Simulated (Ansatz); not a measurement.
Ge:
```
Ge
1.0
    4.00347     0.00000     0.00000
   -2.00173     3.46710     0.00000
    0.00000     0.00000    13.14538
Ge
8
Direct
  0.00000   0.00000   0.40681
  0.00000   0.00000   0.59319
  0.00000   0.00000   0.90681
  0.00000   0.00000   0.09319
  0.33333   0.66667   0.34412
  0.66667   0.33333   0.65588
  0.66667   0.33333   0.84412
  0.33333   0.66667   0.15588
```

Relaxed with r²SCAN. r²SCAN (plane waves, PAW; program Ansatz) gives a gap of 0.27 eV.

Question: What gap does HSE06 give on the same cell (Ansatz, PAW)?

Answer: 0.60 eV, 0.33 eV more. The hybrid was solved on a coarser mesh and at special points; its gap is the smallest among all of these.

| k | v1 r²SCAN | c1 r²SCAN | v1 HSE06 | c1 HSE06 |
|---|---|---|---|---|
| Γ | 0.00 | 0.27 | 0.00 | 0.60 |
| A | -0.36 | 0.42 | -0.36 | 0.77 |
| K | -2.16 | 1.58 | (withheld) | (withheld) |
| H | -2.61 | 1.59 | (withheld) | (withheld) |
| M | -1.55 | 0.46 | (withheld) | (withheld) |
| L | -1.91 | 0.86 | (withheld) | (withheld) |

Question: Top valence (v1) and lowest conduction level (c1) in eV from each method's valence maximum (which need not be a listed point): supply the withheld HSE06 values.

Answer: 
- L, v1 HSE06: -1.97
- L, c1 HSE06: 1.18
- M, v1 HSE06: -1.60
- M, c1 HSE06: 0.78
- H, v1 HSE06: -2.70
- H, c1 HSE06: 1.90
- K, v1 HSE06: -2.22
- K, c1 HSE06: 1.92

Cost on shared cores: the r²SCAN run (SCF on a 8×8×2 mesh, then bands and DOS) very roughly 2.6 core-minutes, the HSE06 run (SCF on 5×5×2, then a few points) very roughly 7 core-minutes; the tasks are unlike.

Space group P6_3/mmc. The workflow started from a Materials Project entry (that database holds measured and hypothetical structures alike); the Crystallography Open Database copy checked does not list it. It is not the phase usual at ambient conditions (space group No. 227). The cell was relaxed with r²SCAN under the symmetry of its start; phonons on a q-mesh show no instability. Scalar-relativistic: spin–orbit coupling is off unless named, which matters more the heavier the elements.

Potentials: the later of the program's two PAW sets.
